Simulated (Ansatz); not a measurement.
Input and output for zincblende GaN (110), 3 layers: DFT, r2SCAN, PAW with Ansatz's default frozen-core files, scalar-relativistic (Ansatz 0.2.0). This run: no images along the normal.

The slab is cut from a bulk crystal relaxed on PAW files (its atoms may have been relaxed since), whose type needn't be the stable one.

Command: `ansatz run input.yaml --threads 2 --pin off --max-ram 4096MiB --backend cpu --events-out ev --progress --plain --runs-dir out` It took 21 s on 2 threads of Intel(R) Xeon(R) 6975P-C (Granite Rapids), on a shared host, peak memory 1.3 GiB.

```yaml
crystal:
  lattice:
    - [3.1804901246, 0.0, 0.0]
    - [0.0, 4.4978922693, 0.0]
    - [0.0, 0.0, 19.1805]
  atoms:
    - { symbol: Ga, position: [0.25, 0.0926862072, 0.4253861889] }
    - { symbol: "N", position: [0.75, 0.8910663671, 0.41529873] }
    - { symbol: Ga, position: [0.75, 0.637977245, 0.4999998985] }
    - { symbol: "N", position: [0.25, 0.3945189593, 0.4999999545] }
    - { symbol: Ga, position: [0.25, 0.0926855335, 0.5746138628] }
    - { symbol: "N", position: [0.75, 0.8910656878, 0.5847013653] }
  periodic: [true, true, false]
kpoints:
  mp_grid: { grid: [8, 6, 1] }
scf:
  occupations: { method: fermi_dirac, width: 0.02 }
hamiltonian:
  xc: r2scan
  pseudopotentials: { kind: paw }
output:
  forces: true
  stress: true
  eigenvalues: true
```

Output:

```
Warning: crystal.periodic: the lattice vector that does not repeat stood 0.000° off the slab's normal, 19.180 Å along it as the deck builds it. The run solves the slab on a vector along the normal, 30.298 Å long, with every atom where it was (on the deck's vector they left 15.93 Å outside them, and the widest stretch free of ions among them is 1.43 Å). A fractional position that the run reports is one of the run's cell, which starts as this one, and not of the deck's: it goes into a deck with that cell's vectors. The slab on that cell runs as it stands in a deck that lists each atom with its symbol and moment, types crystal.periodic and leaves out crystal.checkpoint, crystal.saddle_side, crystal.structure_sha256, crystal.space_group, crystal.setting, crystal.reduce_to_primitive, crystal.supercell, crystal.defects and each atom's wyckoff. Where those keys changed the vectors of the plane, lay the indices of each lattice_plane and lattice_line anew on these rows. Along the normal they count this vector already. An outside_sphere can name other atoms there (type this run's as sites). In the order of the run's atom list the slab is: crystal.lattice: [[3.1804901246, 0.0, 0.0], [0.0, 4.4978922693, 0.0], [0.0, 0.0, 30.298454492743303]]; position: [0.24999999999999997, 0.09268620719999998, 0.2692916167770411]; position: [0.7499999999999999, 0.8910663671, 0.26290572981776433]; position: [0.7499999999999999, 0.637977245, 0.31652598172874397]; position: [0.24999999999999997, 0.39451895929999997, 0.3165260171796611]; position: [0.24999999999999997, 0.09268553349999999, 0.3637605079188147]; position: [0.7499999999999999, 0.8910656877999998, 0.37014642247916274];
Warning: the atoms were moved onto the symmetric positions of the space group found under crystal.symmetry.tolerance 1.0e-5 (fractional; no operation is sought that the atoms, as they stand in a round, miss by more than twice it, and no atom is moved by as much as it), and the run uses the moved positions. Before a round's move an operation carried an atom to 3.89e-6 Å from where it should land, the largest such distance. Atom 2 (counting from 0) moved farthest, by 1.95e-6 Å; the longest move in fractions of the cell, of whichever atom, is 0.03 of the tolerance, in 1 round. To run the atoms as typed, lower crystal.symmetry.tolerance until the operations that they miss are no longer found, or set crystal.symmetry.detect: false (a key that needs symmetry detection or time reversal refuses this as the deck is read). The cell that the run holds for the slab and the positions used, fractions of it, in the order of the run's atom list, to be typed as slab_cell_height_set says: crystal.lattice: [[3.1804901246, 0.0, 0.0], [0.0, 4.4978922693, 0.0], [0.0, 0.0, 30.298454492743303]]; position: [0.24999999999999997, 0.09268587034999998, 0.26929160041264455]; position: [0.7499999999999999, 0.89106602745, 0.2629056996528321]; position: [0.7499999999999999, 0.637977245, 0.31652604598353135]; position: [0.24999999999999997, 0.39451895929999997, 0.31652604598353135]; position: [0.24999999999999997, 0.09268587034999998, 0.36376049155441814]; position: [0.7499999999999999, 0.89106602745, 0.3701463923142305];
crystal.periodic: the lattice vector that does not repeat stood 0.000° off the slab's normal, 19.180 Å along it as the deck builds it. The run solves the slab on a vector along the normal, 30.298 Å long, with every atom where it was (on the deck's vector they left 15.93 Å outside them, and the widest stretch free of ions among them is 1.43 Å). A fractional position that the run reports is one of the run's cell, which starts as this one, and not of the deck's: it goes into a deck with that cell's vectors. The slab on that cell runs as it stands in a deck that lists each atom with its symbol and moment, types crystal.periodic and leaves out crystal.checkpoint, crystal.saddle_side, crystal.structure_sha256, crystal.space_group, crystal.setting, crystal.reduce_to_primitive, crystal.supercell, crystal.defects and each atom's wyckoff. Where those keys changed the vectors of the plane, lay the indices of each lattice_plane and lattice_line anew on these rows. Along the normal they count this vector already. An outside_sphere can name other atoms there (type this run's as sites). In the order of the run's atom list the slab is: crystal.lattice: [[3.1804901246, 0.0, 0.0], [0.0, 4.4978922693, 0.0], [0.0, 0.0, 30.298454492743303]]; position: [0.24999999999999997, 0.09268620719999998, 0.2692916167770411]; position: [0.7499999999999999, 0.8910663671, 0.26290572981776433]; position: [0.7499999999999999, 0.637977245, 0.31652598172874397]; position: [0.24999999999999997, 0.39451895929999997, 0.3165260171796611]; position: [0.24999999999999997, 0.09268553349999999, 0.3637605079188147]; position: [0.7499999999999999, 0.8910656877999998, 0.37014642247916274];
Engine: ansatz 0.2.0
Pseudopotentials: kind: paw
Pseudopotential: Ga, paw, valence charge 13, recommended cutoff 500 eV (meta_gga), Ga.paw.azcp
Pseudopotential: N, paw, valence charge 5, recommended cutoff 500 eV (meta_gga), N.paw.azcp
Functional definition: r2SCAN
  parameter k0 = 0.174
  parameter k1 = 0.065
  parameter a1 = 4.9479
  exchange = r2scan_x(k0 = k0, k1 = k1, a1 = a1)
  correlation = r2scan_c
Crystal: 6 atoms, lattice volume = 433.435 Å³
Basis set: ecut = 500 eV, 10965 PW (Γ), exchange–correlation on 96×144×900 points (64 copies of the dense FFT grid, shifted against one another)
Bands: 33, of which v1, the nominal top of the filled ones, is band 27 counted from 1 (26 counted from 0)
Symmetry: 4 space group operations
Space group: Pmm2 (ITA 25), of the structure as read, at distance tolerance 7.6e-5 Å
k-points: 20 of 48 (time reversal used)
Non-local potential: Ga, projectors of the file, l = 0: 2, l = 1: 2, l = 2: 3, l = 3: 1
Non-local potential: N, projectors of the file, l = 0: 2, l = 1: 2, l = 2: 1
PAW form: soft (Blöchl's): semilocal exchange-correlation on the pseudo side does not see the compensation charge
PAW frozen core: Ga, regenerated for the run's functional (the file was generated under x = pbe(κ = 0.804, μ = 0.2195149727645171), c = pbe(β = 0.06672455060314922))
PAW frozen core: N, regenerated for the run's functional (the file was generated under x = pbe(κ = 0.804, μ = 0.2195149727645171), c = pbe(β = 0.06672455060314922))
PAW one-centre angular grid: Ga, 590 points (default); XC on 160 Gauss nodes
PAW one-centre angular grid: N, 302 points (default); XC on 160 Gauss nodes
Initial density: superposition of atomic densities (neutral atoms: chi_scale 0, normalization atom), corrected by the library's trained network
Initial wavefunctions: pseudopotential atomic-orbital guess
Functional: x = r2scan, c = r2scan; τ floored in thin density (d = 2e-4 eV/Å³)
SCF iter   1: F=—  HF=-12525.301485 eV  |F-HF|=—  |Δ(HF+E_count)|=         —  Δρ=5.68e-3  dr2=8.31e-2  dr2_τ=2.62e-1  ethr=1.77e-3  ⟨swp⟩=11.3  Hψ=4182  notcnv=0  defer=2
preconditioner: auto → Resta (q_TF=auto, 1.928 Å⁻¹)  ε∞=1.7  [insulator: Δε(μ)=1.624 eV  Ē_g=16.034 eV  σ=0.020 eV  W_gap=1.00  n_scr=44 (ndim 8)  ℏωp=13.1 eV  f_vac=0.787  D(μ)=0.00/eV (n_scr^D=0)  ε∞_Penn≈1.7  vacuum switching on, ρ_ref=1.9e-2 e/Å³]
SCF iter   2: F=—  HF=-12525.367939 eV  |F-HF|=—  |Δ(HF+E_count)|=   6.65e-2  Δρ=2.45e-3  dr2=1.69e-2  dr2_τ=1.70e-3  ethr=1.54e-4  ⟨swp⟩=4.2  Hψ=1685  notcnv=0  defer=29
SCF iter   3: F=—  HF=-12525.368043 eV  |F-HF|=—  |Δ(HF+E_count)|=   1.04e-4  Δρ=1.46e-3  dr2=6.24e-3  dr2_τ=7.15e-4  ethr=3.13e-5  ⟨swp⟩=3.5  Hψ=1556  notcnv=0  defer=29
SCF iter   4: F=—  HF=-12525.368040 eV  |F-HF|=—  |Δ(HF+E_count)|=   3.05e-6  Δρ=5.49e-4  dr2=1.40e-3  dr2_τ=2.10e-4  ethr=1.16e-5  ⟨swp⟩=3.1  Hψ=1315  notcnv=0  defer=29
SCF iter   5: F=—  HF=-12525.367844 eV  |F-HF|=—  |Δ(HF+E_count)|=   1.96e-4  Δρ=8.90e-5  dr2=2.12e-5  dr2_τ=4.34e-6  ethr=2.59e-6  ⟨swp⟩=3.0  Hψ=1414  notcnv=0  defer=29
SCF iter   6: F=—  HF=-12525.367841 eV  |F-HF|=—  |Δ(HF+E_count)|=   2.75e-6  Δρ=3.31e-5  dr2=2.68e-6  dr2_τ=3.50e-7  ethr=3.92e-8  ⟨swp⟩=3.2  Hψ=1745  notcnv=0  defer=29
[... lines left out ...]
--- Per-component energies (eV) ---
  E_band       = -872.322093
  E_kinetic    = 734.625770
  E_local      = -118937.385337  (includes V_loc(G=0)·N_el)
  E_nonlocal   = 1425.916375
  E_hartree    = 58827.958398
  E_xc         = -362.926279
  E_vxc        = -428.569775  (∫ρ·V_xc dr)
  E_paw        = -6406.156787  (= ΣΔE_a)
  E_vpaw       = -1347.252981  (= ΣTr[D̂ρ^β])
  E_aug_tail   = -0.000067  (compensation charges beyond the density's cutoff)
  E_vtau       = 24.406191  (kinetic-family band-sum trace: ∫τ·v_τ [+ j·A + Jᵃ·Aᵃ] dr)
  E_ewald      = 52194.647987
  E_core_change = -2.047903  (= ΣΔE_core)
  E_smearing   = -0.000000  (= −TS)
  E_closure    = 0.000000  (closes the sum)
  Σ components = -12525.367845   (vs F -12525.367845, Δ=0.00e0)
--- Forces (eV/Å), atoms counted from 1 ---
  atom   1  Ga     0.00000000     0.00062926     0.00228568
  atom   2  N      0.00000000     0.00561161    -0.00465536
  atom   3  Ga     0.00000000    -0.00271666     0.00000000
  atom   4  N      0.00000000    -0.00977906     0.00000000
  atom   5  Ga     0.00000000     0.00062926    -0.00228568
  atom   6  N      0.00000000     0.00561161     0.00465536
  max |Σ_I F_I| component: 1.40e-5 eV/Å
--- 2D stress c σ (N/m, compression-positive) ---
        1.216736       0.000000       0.000000
        0.000000      -1.408954       0.000000
        0.000000       0.000000       0.000000
  P = ½ c Tr σ = -0.0961 N/m
--- Band table (eV; the first three rows and the last of 20) ---
  k-point 0: bands = ["-22.3550", "-21.6286", "-21.5751", "-20.0892", "-20.0845", "-20.0616", "-20.0280", "-19.9726", "-19.9252", "-19.8454", "-19.7740", "-19.7493", "-19.6679", "-19.6423", "-19.5253", "-19.4706", "-18.3902", "-17.8306", "-11.5993", "-9.9203", "-9.4264", "-8.4810", "-8.3477", "-6.9635", "-6.3224", "-6.1852", "-6.1773", "-4.1312", "-1.9862 (-1.9862°)", "-1.4626 (-1.4626°)", "-0.0594 (-0.0839°)", "0.1575", "0.5940"]
  k-point 1: bands = ["-22.2928", "-21.6301", "-21.5998", "-20.0772", "-20.0745", "-20.0546", "-20.0313", "-19.9728", "-19.9243", "-19.8514", "-19.7743", "-19.6956", "-19.6747", "-19.6468", "-19.5233", "-19.4671", "-18.3544", "-18.0414", "-11.6160", "-10.4517", "-9.2070", "-8.2170", "-7.9959", "-6.9535", "-6.5529", "-6.3372", "-6.1528", "-3.5081", "-2.0449", "-1.3507 (-1.3507°)", "0.0526 (0.0431°)", "0.3423", "0.5686"]
  k-point 2: bands = ["-22.1446", "-21.6702", "-21.6330", "-20.0607", "-20.0476", "-20.0398", "-20.0377", "-19.9755", "-19.9232", "-19.8660", "-19.7749", "-19.6883", "-19.6553", "-19.5647", "-19.4601", "-19.4573", "-18.5355", "-18.2800", "-11.5810", "-11.1244", "-9.0279", "-7.8535", "-7.4185", "-6.9333", "-6.7587", "-6.7402", "-5.8379", "-2.6322", "-2.0589", "-1.1298 (-1.1298°)", "0.1021 (0.1021°)", "0.7321", "0.9130"]
  k-point 19: bands = ["-21.7953", "-21.3923", "-21.3122", "-20.1450", "-20.0698", "-20.0435", "-19.9875", "-19.9380", "-19.9113", "-19.7502", "-19.7075", "-19.6310", "-19.6278", "-19.5429", "-19.4653", "-18.1540", "-18.0838", "-17.5781", "-13.0907", "-12.2501", "-11.4438", "-8.7761", "-8.3122", "-8.2718", "-8.0944", "-6.5541", "-5.7326", "-3.0699", "-1.1892", "0.2263", "1.0019", "2.2825", "3.1749"]
  ° read free of the cell's end (the report's vacuum.weakly_bound_levels)
```

Next run (core holes in 2p of Ga), as changes to the input before:

```diff
-  periodic: [true, true, false]
 kpoints:
   eigenvalues: true
+  core_levels:
+    shells: { Ga: ["2p"] }
+    counted_from: conduction_bottom
+    add_spin: false
+  write_density: true
+  write_potential: true
+  elf: true
+  volumetric_format: npy
```

Results part of the output:

```
Warning: the atoms were moved onto the symmetric positions of the space group found under crystal.symmetry.tolerance 1.0e-5 (fractional; no operation is sought that the atoms, as they stand in a round, miss by more than twice it, and no atom is moved by as much as it), and the run uses the moved positions. Before a round's move an operation carried an atom to 3.89e-6 Å from where it should land, t
SCF 1 converged in 8 iterations: F = -12525.367838 eV  dr2 = 3.12e-8
  Residual-converged pass: ⟨swp⟩=1.1  Hψ=741  notcnv=0  max |occ|·‖R‖ = 7.0e-9 eV (tolerance 1.0e-8 eV)  dr2=3.12e-8  dr2_τ=1.83e-9  dr2_onsite=6.55e-9  max |Δocc| = 1.9e-29
  greatest PAW one-centre occupation: 0.995 electrons in one spin orbital (limit 2), on the Ga atom at site 4 (counted from 0), in its partial waves of l = 2
WARN: The output density's exchange-correlation potential varies sharply where the density is thin. Do not read a vacuum level from v_tot or v_xc, or from such a field of the output density. On a cell that repeats whose density bears no net charge and no dipole along the vacuum's axis use v_es (v_loc + v_h of the components); under efield.dipole_correction with no amplitude use v_es + v_field, which holds any external_charges[].barrier, or the levels of the report's work_function block, which leave it out; under a non-zero efield.amplitude the vacuum is tilted and has no level; on a cell that repeats and bears such a dipole with no correction it is tilted too, and efield.dipole_correction with no amplitude gives each side of its ramp a level where efield: is served; in a cell that repeats whose density bears a net charge (total_charge, or a fill off its count) it is curved and has none; of a slab under crystal.periodic whose density bears no net charge use v_es, which has a level on each side, short of where the two are joined; of another it falls or rises all the way out and has none; of a slab beside external_charges read slab_vacuum_level instead, which it has where they leave it neutral. The grid or the basis barely resolves most such structure, and the values can differ between equally converged runs; as a rule a tighter scf.convergence.dr2_threshold does not remove it. Where the density itself ripples (under the LDA too) a higher basis.ecutwfc lessens it. The files hold the spikes' plane waves up to the density's cutoff. Files: v_tot_of_output_density and the like, and their columns of v_z.tsv (output.write_potential); v_xc_of_output_density and the like, and their columns of v_comp_z.tsv (output.write_potential_components). Measured: with its Gaussian average of σ = 0.25 Å subtracted twice, the exchange-correlation potential is over 0.1 eV at 483 of the grid points where the equally averaged density (valence and model cores) is under 1e-3 e/Å³, and 0.221 eV at the most among them, at an averaged density of 3.4e-9 e/Å³. The input density's (outcome.potential() and, of a run that writes arrays, v_tot and v_xc) is over 0.1 eV, so measured, at 4 points of its own thin density, 0.117 eV at the most. See output.write_potential in the manual, Limitations
── core hole 1/2: 2p of Ga 0 ──
── 2p of Ga 0: 1128.985 eV over the cell without the hole, in 16 iterations ──
[... lines left out ...]
--- Core levels from the conduction bottom, as differences alone (as output.core_levels.counted_from types it; a hole's nearest image at 3.2 Å) ---
  the holes have no spin, as output.core_levels.add_spin types it
  atom         alike  shell      binding/eV   shift/eV difference/eV images/eV   SCF
  Ga 0             2     2p               –     +0.000      1128.985         –    16
  Ga 2             1     2p               –     +0.296      1129.281         –    12
  the dataset of Ga with a 2p hole: scattering error 0.006 eV; free atom: scalar-relativistic, large and small components
  the two lines of Ga's 2p: 2p1/2 +18.051 eV and 2p3/2 -9.026 eV off its levels, 1 : 2 in strength
```

The PAW files were made under PBE.
